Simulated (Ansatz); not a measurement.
A (001) slab of Co (P6_3/mmc (No. 194)), 5 planes, outer planes Co (top) and Co (bottom), with 5 atoms (Co5) in a surface cell of A = 5.226 Å², as cut from the bulk:

```xyz
5
Lattice="2.4564 0.0000 0.0000 -1.2282 2.1273 0.0000 0.0000 0.0000 22.9388" Properties=species:S:1:pos:R:3 pbc="T T T"
Co    0.0000    1.4182    7.5000
Co    1.2282    0.7091    9.4847
Co    0.0000    1.4182   11.4694
Co    1.2282    0.7091   13.4541
Co    0.0000    1.4182   15.4388
```

The calculation used Ansatz 0.2.0, DFT PBEsol, scalar-relativistic, plane waves, PAW. Settings: cutoff 420 eV, Γ-centred mesh 15×15×1 on the computed 5-atom cell, Gaussian smearing of 0.10 eV; collinear spin from starting moments 1.8 1.8 1.8 1.8 1.8 μB. The cell repeats along c with a dipole correction in the vacuum.

Against the same 5 atoms in the bulk, the slab as cut lies 1.688 eV higher and the relaxed slab 1.669 eV higher.

(1) Work out the surface energy before and after relaxation.

(2) What is the ideal work of this cut, per area?

Results:

(1) The slab has two faces, so γ = (E_slab − N·E_bulk)/(2A), the mean of both. As cut: 1.688/(2 × 5.226) = 0.1615 eV/Å², and 1 eV/Å² = 16.02 J/m², so γ = 2.59 J/m². Relaxed: 1.669/(2 × 5.226) = 0.1597 eV/Å² = 2.56 J/m². Relaxation recovers 1.1 % of the cost of cutting.

(2) Griffith's ideal work is 2γ: 5.17 J/m² if the new faces stay rigid, 5.12 J/m² if they relax. One thickness was run, 5 planes, so γ can still shift with it.